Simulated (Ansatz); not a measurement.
Relaxed-ion elastic tensor of PbS (rock salt, space group No. 225) in GPa (Voigt order), LDA in the plane-wave PAW code Ansatz; density 7.96 g/cm³, 24.96 Å³ per atom.

```
 109  68.3  15.9   0.0   0.0   0.0
68.3   109  15.9   0.0   0.0   0.0
15.9  15.9   163   0.0   0.0   0.0
 0.0   0.0   0.0  20.5   0.0   0.0
 0.0   0.0   0.0   0.0  20.5   0.0
 0.0   0.0   0.0   0.0   0.0  72.9
```

Problem. Is the crystal mechanically stable?

Solution. Yes: the smallest eigenvalue of C is 20.5 GPa.

Problem. Work out the Voigt, Reuss and Hill averages.

Solution. K_V = 64.7, K_R = 64.7, K_H = 64.7; G_V = 41.5, G_R = 28.7, G_H = 35.1 GPa.

Problem. Give Young's modulus, Poisson's ratio, Pugh's ratio and the universal anisotropy index.

Solution. E = 9KG/(3K + G) = 89.2 GPa; ν = 0.27; K/G = 1.84 (near the Pugh limit of 1.75, no verdict); A_U = 5G_V/G_R + K_V/K_R − 6 = 2.22.

Problem. Estimate the sound speeds and the Debye temperature.

Solution. v_l = √((K + 4G/3)/ρ) = 3740 m/s, v_t = √(G/ρ) = 2100 m/s, mean 2340 m/s; Θ = (h/k)(3n/4πV)^(1/3) v_m = 238 K.

Space group Fm-3m (rock salt). The LDA relaxation kept the symmetry of its start. At this level the phase is dynamically unstable (imaginary phonons). Scalar-relativistic: spin–orbit coupling is off unless named, which matters more the heavier the elements.

Potentials: the earlier of the program's two PAW sets.
